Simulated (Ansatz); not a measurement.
Input and command of a plane-wave DFT calculation in Ansatz:

```yaml
crystal:
  lattice:
    - [5.0935041006, -2.9313072999, 0.0]
    - [5.0935041006, 2.9313072999, 0.0]
    - [0.0, 0.0, 5.4450163397]
  atoms:
    - { symbol: Al, position: [0.3332864781, 0.6758156472, 0.9793441873] }
    - { symbol: Al, position: [0.6518644327, 0.3572376926, 0.4793441873] }
    - { symbol: In, position: [1.0032998641, 0.30247449, 1.0071219814] }
    - { symbol: In, position: [0.6793212594, -0.0215041147, 1.0071219814] }
    - { symbol: In, position: [0.0263983143, 0.6314188304, 0.5071219814] }
    - { symbol: In, position: [0.350376919, 0.9553974351, 0.5071219814] }
    - { symbol: "N", position: [0.963110251, 0.3492939418, 0.3749234078] }
    - { symbol: "N", position: [0.6598081835, 0.0459918743, 0.3749234078] }
    - { symbol: "N", position: [0.0220406598, 0.683759398, 0.8749234078] }
    - { symbol: "N", position: [0.3253427273, 0.9870614655, 0.8749234078] }
    - { symbol: "N", position: [0.3597359268, 0.6493661985, 0.3285650341] }
    - { symbol: "N", position: [0.625414984, 0.3836871413, 0.8285650341] }
basis:
  ecutwfc: 420
kpoints:
  mp_grid: { grid: [6, 6, 6] }
hamiltonian:
  xc: pbesol
scf:
  occupations: { method: gaussian, width: 0.05 }
output:
  forces: true
  stress: true
  eigenvalues: true
relax:
  adjacent_minimum: "off"
  f_tol: 0.01
  max_steps: 80
  cell: { stress_tol: 0.1 }
```

```bash
ansatz run input.yaml --threads 2 --pin off --max-ram 5120MiB --backend cpu --events-out ev --progress --plain --runs-dir out
```

Processor: Intel(R) Xeon(R) Platinum 8259CL CPU @ 2.50GHz (Skylake/Cascade Lake), 2 threads, on a host shared with other jobs.

How long does it run, and how much memory does it take?

About 5.1 min on 2 threads of Intel(R) Xeon(R) Platinum 8259CL CPU @ 2.50GHz (Skylake/Cascade Lake) (shared host), peak memory 1 GiB. It solves 56 bands at 112 k points (the mesh reduced by symmetry) with about 3199 plane waves (on the last cell), in 38 SCF iterations over 6 ionic steps.
